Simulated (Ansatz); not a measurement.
How Ba (Fm-3m) stiffens under pressure

```xyz
1
Lattice="0.0000 2.9902 2.9902 2.9902 0.0000 2.9902 2.9902 2.9902 0.0000" Properties=species:S:1:pos:R:3 pbc="T T T"
Ba    0.0000    0.0000    0.0000
```

This is the zero-pressure cell. At each pressure cell and atoms are relaxed in this structure, and the constants are slopes of the stress at strains of ±0.005 with relaxed ions (the coefficients that govern stability under load). Level: LDA, PAW on Ansatz 0.2.0's default frozen-core files (fitted under PBE), scalar-relativistic; k mesh 16×16×16, strains of ±0.005, Fermi-Dirac smearing of 0.100 eV, cutoff 420 eV. P is the pressure of the relaxed cell, less that of this one.

| P (GPa) | V/V₀ | C11 (GPa) | C12 (GPa) | C44 (GPa) |
| --- | --- | --- | --- | --- |
| 0.00 | 1.0000 | 11.8 | 7.7 | 11.3 |
| 1.01 | ? | ? | ? | ? |
| 1.95 | 0.8388 | 17.1 | 11.2 | 15.1 |
| 3.96 | 0.7360 | 23.1 | 14.8 | 18.6 |
| 6.96 | 0.6381 | 33.6 | 20.0 | 24.0 |
| 9.93 | 0.5745 | 46.4 | 25.2 | 31.0 |
| 14.92 | 0.5056 | 80.0 | 38.1 | 46.2 |

**Question.** Does the bulk modulus from the constants agree with the pressure-volume curve?

**Answer.** A third-order Birch-Murnaghan fit to the volumes shown (F against f, f = [(V₀/V)^(2/3) − 1]/2) gives B₀ = 8.2 GPa and B′ = 3.2. Its −V dP/dV stands beside (C11 + 2C12)/3:

```csv
P (GPa),from P(V),from the constants
0.00,8.2,9.1
1.95,13.7,13.2
3.96,18.9,17.5
6.96,25.5,24.5
9.93,30.5,32.2
14.92,36.1,52.0
```

**Question.** What are the pressure derivatives at zero pressure?

**Answer.** Slopes at V₀ of quadratic fits in −ln(V/V₀) through the first four rows shown, divided by B₀: dC11/dP = 1.9, dC12/dP = 1.7, dC44/dP = 1.9. The mean slopes up to 4.0 GPa are 2.9, 1.8, 1.8; curvature and scatter of the constants part the two. The combination (dC11/dP + 2 dC12/dP)/3 = 1.8 stands against B′.

**Question.** Fill the row at 1.01 GPa.

**Answer.** Cubic fits in −ln(V/V₀) through all rows shown give C11 = 16.2, C12 = 10.2, C44 = 14.0 GPa. Computed: V/V₀ = 0.9058, C11 (GPa) = 14.7, C12 (GPa) = 9.7, C44 (GPa) = 13.4.

**Question.** Does a shear stiffness soften?

**Answer.** C44 goes from 11.3 to 46.2 GPa; (C11 − C12)/2 goes from 2.0 to 21.0 GPa. Neither ends more than 3 % under its start, and the lattice stays mechanically stable over this range.

Limits of these numbers: the structure is a database entry and needn't be the stable phase; no other phase was computed; many crystals of this kind change structure within this range, and rows or crossings beyond such a change describe a metastable lattice; frozen-core PAW files fitted under PBE, their cores solved anew for the functional of the run; responses of metals move with mesh and smearing; phonons weren't checked at these pressures.
